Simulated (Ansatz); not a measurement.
**Structures of HgH$_{3}$Pb: which is lowest?**

Plane-wave DFT in Ansatz with scalar-relativistic PAW potentials, cutoff 420 eV, Γ-centred meshes chosen by cell and gap, Gaussian smearing with energies taken to zero width. Every cell was relaxed (cell and atoms) in a run of its own, within the symmetry of its start. Functional: PBE.

Relaxed structures (starts from databases or built by putting these elements on another compound's sites):
A. P4mm, 5 atoms in the computed cell, a = 4.068 Å, c = 4.728 Å; sites (symmetry × multiplicity) Hg 4mm × 1, H 2mm. × 2 + 4mm × 1, Pb 4mm × 1; start: built
B. Pm-3m, 5 atoms in the computed cell, a = 4.293 Å; sites (symmetry × multiplicity) Hg m-3m × 1, H 4/mm.m × 3, Pb m-3m × 1; start: built

Rank them by energy. Could pressure change the order?

| structure | group | E − E(lowest) (meV/atom) | V (Å³/atom) | gap on mesh (eV) |
| --- | --- | --- | --- | --- |
| B | Pm-3m | 0.0 | 15.83 | 0.00 |
| A | P4mm | 47 | 15.65 | 0.00 |

B is lowest, 47 meV/atom under A. The two lowest differ in volume by under 3 %, too little for a first-order estimate of what pressure does to that pair (other pairs aren't weighed here); with rigid cells even 3 % in favour of the higher one would need about 16 GPa. Other structures may lie lower than all of these, and vibrations aren't counted.

Spin-orbit coupling is left out, which matters for the bands of heavy elements. For Tl, Pb and Bi spin-orbit coupling shifts energies too.